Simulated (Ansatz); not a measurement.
GaN:
```yaml
crystal:
  lattice:
    - [-1.42740, 1.42740, 2.46840]
    - [1.42740, -1.42740, 2.46840]
    - [1.42740, 1.42740, -2.46840]
  atoms:
    - { symbol: Ga, position: [0.75615, 0.75615, 0.00000] }
    - { symbol: N, position: [0.35885, 0.35885, 0.00000] }
```

The program Ansatz at the PBEsol level (PAW) gives a gap of 0.16 eV without spin–orbit coupling, maximum on the S0–Γ line, 39 % of the way from S0, minimum at X.

Question: What happens when spin–orbit coupling is switched on?

Answer: The gap closes at this level.

Space group I4mm. The first step of the workflow began from a Materials Project structure, measured or hypothetical; the Crystallography Open Database copy checked does not list it. It is not the phase usual at ambient conditions (space group No. 186, 216). The cell was relaxed with PBEsol under the symmetry of its start; its stability against distortions is not shown here.

Potentials: the later of the program's two PAW sets.
